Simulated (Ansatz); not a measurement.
MgO (rock salt)

```yaml
crystal:
  lattice:
    - [0.00000, 2.12722, 2.12722]
    - [2.12722, 0.00000, 2.12722]
    - [2.12722, 2.12722, 0.00000]
  atoms:
    - { symbol: O, position: [0.00000, 0.00000, 0.00000] }
    - { symbol: Mg, position: [0.50000, 0.50000, 0.50000] }
```

The slice is a {111} plane (indices of the conventional cell) through the point (0.000, 0.000, 0.000) (fractional), spanned by u = [100] and v = [-1 2 0] in vectors of this cell: u (3.01 Å) and v (5.21 Å, at 90° to u). It covers one period; positions are fractions (u, v).

The numbers are results of PBE (plane waves to 420 eV, PAW, scalar-relativistic; Ansatz, an electronic-structure program), not measurements. k mesh 13×13×13. Inside the PAW spheres the values are not all-electron values, and peaks at nuclei hang on which shells count as valence. MgO was relaxed with its symmetry unable to fall. The PAW data are Ansatz's earlier set.

### Question
Sketch the electrostatic potential energy of an electron, from the cell's mean on this plane as a map.

### Answer
```
|xxxxxxxxxx%%@@##**##@@%%xxxxxxxx|
|xxxxxxxxxx%%##++==++##%%xxxxxxxx|
|xxxxxxxx##%%++--::--++%%##xxxxxx|
|xxxxxx%%@@##==..  ..==##@@%%xxxx|
|####@@@@%%**--      --**%%@@%%%%|
|%%%%%%%%##++--::..::--++##%%%%%%|
|==++++**##**++++==++**********++|
|..::--++##%%%%%%%%%%%%%%##++--::|
|    --**%%@@@@####%%%%@@%%**--  |
|  ..==##@@%%xxxxxxxxxx%%@@##==..|
|::--++%%##xxxxxxxxxxxxxx##%%++--|
|==++##%%xxxxxxxxxxxxxxxxxx%%##++|
|**##@@%%xxxxxxxxxxxxxxxxxx%%@@##|
|**##@@%%xxxxxxxxxxxxxxxxxx%%@@##|
|**##@@%%xxxxxxxxxxxxxxxxxx%%@@##|
|==++##%%xxxxxxxxxxxxxxxxxx%%##++|
|::--++%%##xxxxxxxxxxxxxx##%%++--|
|  ..==##@@%%xxxxxxxxxx%%@@##==..|
|    --**%%@@%%%%####@@@@%%**--  |
|..::--++##%%%%%%%%%%%%%%##++--::|
|==++**********++==++++**##**++++|
|%%%%%%%%##++--::..::--++##%%%%%%|
|##%%%%@@%%**--      --**%%@@@@##|
|xxxxxx%%@@##==..  ..==##@@%%xxxx|
|xxxxxxxx##%%++--::--++%%##xxxxxx|
|xxxxxxxxxx%%##++==++##%%xxxxxxxx|
|xxxxxxxxxx%%@@##**##@@%%xxxxxxxx|
|xxxxxxxxxx%%@@##**##@@%%xxxxxxxx|
```
Scale: ten equal steps from 6.69 (start of ' ') to 9.01 (end of '@'), in the order ' .:-=+*#%@'. Values: electrostatic potential energy of an electron, from the cell's mean, in eV. The map has 16 points along u (two characters each, u = 0 at the left) and 28 along v (v = 0 in the bottom row). Points within 0.9 Å of a nucleus are blanked (x), as the pseudised field means little there. The zero, the cell's mean, hangs on the PAW cores.
